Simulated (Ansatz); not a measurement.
## Surface calculation: bcc Cr (110), 4 layers

The slab is cut from the bcc crystal, the stable phase, as relaxed on PAW files (11.56 Å³/atom), with 16 Å of vacuum and a dipole correction:

```yaml
crystal:
  lattice:
    - [2.46682, 0.00000, 0.00000]
    - [-0.82227, 2.32574, 0.00000]
    - [0.00000, 0.00000, 22.04250]
  atoms:
    - { symbol: Cr, position: [0.25000, 0.25000, 0.36294] }
    - { symbol: Cr, position: [0.75000, 0.75000, 0.45431] }
    - { symbol: Cr, position: [0.25000, 0.25000, 0.54569] }
    - { symbol: Cr, position: [0.75000, 0.75000, 0.63706] }
```

Computed with Ansatz 0.2.0; functional PBE, scalar-relativistic. Settings: a Γ-centred 14×14×1 k mesh, Fermi–Dirac smearing of 0.05 eV, spin-polarised from start moments Cr1 2, Cr2 2, Cr3 2, Cr4 2 μB. Methods: LAPW: all electrons, basis error target 1 meV/atom; PAW: frozen-core files, cutoff 420 eV.

The bulk energy comes from a cell in the slab's orientation on a 14×14×8 mesh. The surface energy is (E(slab) − N·E(bulk))/2A at zero smearing, the mean of both faces; thin slabs carry quantum-size effects.

Antiferromagnetic order, which Cr and Mn prefer near zero pressure, wasn't tried. The start moments died away, and the runs ended non-magnetic. The cell is 1×1, so reconstructions are forbidden, and in slabs of four or five layers the relaxations can be far larger than at a real surface.

**Question.** As cut, the LAPW slab lies 2.374 eV above 4 atoms of bulk. What surface energy is that?

**Answer.** Over two faces of 5.74 Å² it is 206.9 meV/Å², and times 16.02 J/m² per eV/Å² that gives γ = 3.315 J/m².

```
method  γ as cut (J/m²)  γ relaxed (J/m²)  Φ as cut (eV)  Φ relaxed (eV)
  LAPW            3.315             3.262           4.94            4.85
   PAW            3.311             3.258           4.94            4.85
```

**Question.** How do the spacings between the planes relax?

**Answer.** From the bottom face up: d12 -3.9 % of 2.014 Å, d23 +1.0 % of 2.014 Å, d34 -3.9 % of 2.014 Å.

**Question.** What changes if the images along the normal are cut off in place of the dipole correction?

**Answer.** LAPW then gives: no gap, work function 4.85 eV; PAW: no gap, work function 4.85 eV.

**Question.** What changes if the vacuum is set to 11 Å?

**Answer.** LAPW then gives: no gap, work function 4.85 eV; PAW: no gap, work function 4.85 eV. The program warns that the vacuum is too thin.
